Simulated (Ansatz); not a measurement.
The elements of this relaxed trial crystal are hidden behind letters.

```
lattice vectors (Å)
   3.3825    0.0000    0.0000
  -1.6913    2.9293    0.0000
   0.0000    0.0000    4.1864
fractional positions
X 0.0000 0.0000 0.2781
Z 0.0000 0.0000 0.8219
```

The calculation used DFT PBE, scalar-relativistic, plane waves, PAW (Ansatz 0.2.0). Cutoff 420 eV, Γ-centred 18×18×14 mesh (2-atom cell), Gaussian smearing of 0.10 eV, no spin polarisation.

- Space group: P6mm (No. 183)
- Conventional cell: a = 3.383 Å, c = 4.186 Å
- Volume per atom: 20.74 Å³
- Density: 5.75 g/cm³
- Energy over the elements: −0.29 eV/atom
- Gap on the 18×18×14 mesh of the 2-atom cell: 0 eV (a metal)

Energies are uncorrected and count from the elements' standard states at the same level.

Q: X is a p-block element of period 5 and Z is a p-block element of period 2. Which elements are they?

A: X = Te, Z = O, so the formula is TeO. Density times volume gives a mean mass of 5.75 × 20.74/1.6605 = 71.8 u per atom, and this set has 71.8 u. Among the elements that the hints allow, noble gases aside, only these give it. Te is surrounded by 1 O at 1.91 Å and 1 O at 2.28 Å; O is surrounded by 1 Te at 1.91 Å and 1 Te at 2.28 Å.

Spin–orbit coupling, which can matter for Te, is left out. Symmetry constrained the relaxation, so the result can be a saddle point. Another cell of TeO relaxed alike, in Pmma, lies 58 meV/atom lower, so this cell isn't the stable form at this level.
